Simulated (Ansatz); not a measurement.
# Formation energy of HfN

```xyz
2
Lattice="0.0000 2.2741 2.2741 2.2741 0.0000 2.2741 2.2741 2.2741 0.0000" Properties=species:S:1:pos:R:3 pbc="T T T"
Hf    0.0000    0.0000    0.0000
N     2.2741    2.2741    2.2741
```

The cell comes from a relaxation on PAW files under the same functional, begun from a database entry that needn't be the ground state.

All numbers are PBE results (scalar-relativistic) from Ansatz 0.2.0, with a Γ-centred 11×11×11 k mesh, Fermi–Dirac smearing of 0.02 eV, no spin polarisation. Methods: LAPW: all electrons, basis error target 0.5 meV/atom; PAW: frozen-core files, cutoff 420 eV.

The elements are taken as Hf hcp, N N2 gas, each relaxed on PAW files under the same functional and computed by the same method as the compound; zero-point and thermal terms are left out.

Spin–orbit coupling is left out, which matters for the heavy atoms.

(1) What is the formation energy by LAPW, and how far do the other methods lie from it?

(2) Give the LAPW value for one formula unit in kJ/mol.

(3) How does the cell move when LAPW relaxes it further?

Results:

(1) -1.649 eV/atom; PAW -4.7 meV/atom. The compound is bound against these elements; other compounds of the system weren't compared.

(2) -1.649 eV/atom × 2 atoms × 96.485 kJ/(mol·eV) = -318.2 kJ/mol, at zero temperature and without zero-point motion.

(3) The volume goes from 11.760 to 11.764 Å³/atom (+0.04 %).
